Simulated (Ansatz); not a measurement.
In r²SCAN in the plane-wave PAW code Ansatz, MgO in the tetragonal phase (P4_2/mnm; Mg on 4g, O on 4f) relaxes to a = 5.502 Å, c = 3.268 Å. Its formation energy from the elements is -2.80 eV/atom, with no fitted shifts.

The Kohn–Sham gap is 4.15 eV (smallest direct gap 4.17 eV). The valence maximum lies on the M–Γ line, 84 % of the way from M and the conduction minimum at Γ. The screened hybrid HSE06 puts the gap at 5.11 eV. Electrons at the band edge weigh 0.38 mₑ (isotropic). The hole mass is 0.90, 3.1, 7.9 mₑ (principal values).

The bulk modulus is 111 GPa. The relaxed-ion elastic constants in GPa are C11 = 131, C12 = 100, C13 = 98.7, C33 = 218, C44 = 48.5, C66 = 72.0. The elastic constants imply a Debye temperature near 560 K. Bader charges are Mg +1.73, O -1.73 e.

The start of the workflow was typed in or built on a structure type; neither database checked (COD, Materials Project) lists it. It is not the phase usual at ambient conditions (space group No. 225). Symmetry was held in the r²SCAN relaxation; whether a distortion lowers the energy is not shown. The references are the lowest solids computed at this level, not always the standard phases (solids in place of the gases).

Potentials: the earlier of the program's two PAW sets.
